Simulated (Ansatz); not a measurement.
Si3Ge in space group P-4m2 (No. 115; Si on 2g, Si on 1a, Ge on 1c), r²SCAN in the plane-wave PAW code Ansatz, all energies at zero smearing, with the estimated change up to a 700 eV cutoff added, with one set of potentials and settings (totals compare only within such a set). Cell of 4 atoms (3 Si, 1 Ge): -6220.080 eV.

```tsv
element	reference phase	E (eV/atom)
Si	Fd-3m, 2 atoms in the cell	-639.0665
Ge	Fd-3m, 2 atoms in the cell	-4302.9121
```

Formation energy per atom, worked out: (-6220.080 − 3×(-639.0665) − 1×(-4302.9121))/4 = 0.008 eV/atom (1 kJ per mol of atoms), at 0 K, without zero-point energy or fitted corrections.

The start of the workflow was typed in or built on a structure type; neither database checked (COD, Materials Project) lists it. Its standing as an ambient phase is unchecked. Symmetry was held in the r²SCAN relaxation; its stability against distortions is not shown here. The references are the lowest solids computed at this level, not always the standard phases.

Potentials: the earlier of the program's two PAW sets.
